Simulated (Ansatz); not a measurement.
InP:
```yaml
crystal:
  lattice:
    - [0.00000, 2.95331, 2.95331]
    - [2.95331, 0.00000, 2.95331]
    - [2.95331, 2.95331, 0.00000]
  atoms:
    - { symbol: P, position: [0.75000, 0.75000, 0.75000] }
    - { symbol: In, position: [0.00000, 0.00000, 0.00000] }
```

Relaxed with r²SCAN. Special points in fractions of this cell's reciprocal vectors: Γ (0.000, 0.000, 0.000); X (0.500, 0.000, 0.500); U (0.625, 0.250, 0.625); K (0.375, 0.375, 0.750); L (0.500, 0.500, 0.500); W (0.500, 0.250, 0.750).

List the band energies nearest the valence-band maximum at these points for the program Ansatz at the r²SCAN level (PAW).

In eV from the valence-band maximum; about four levels below and three above (degenerate sets whole), none deeper than 8.9 eV; points with the same levels are listed once.

| k | below | above |
|---|---|---|
| Γ | 0.00 0.00 0.00 | 1.03 4.43 4.43 4.43 |
| X | -5.77 -2.33 -2.33 | 2.04 2.54 9.72 |
| U | -5.62 -3.30 -1.95 | 2.65 4.70 7.93 |
| L | -5.75 -0.97 -0.97 | 1.80 5.14 5.14 |
| W | -5.61 -2.96 -2.90 | 4.57 4.69 5.97 |

Space group F-43m (zinc blende). Symmetry was held in the r²SCAN relaxation. Scalar-relativistic: spin–orbit coupling is off unless named, which matters more the heavier the elements.

Potentials: the later of the program's two PAW sets.
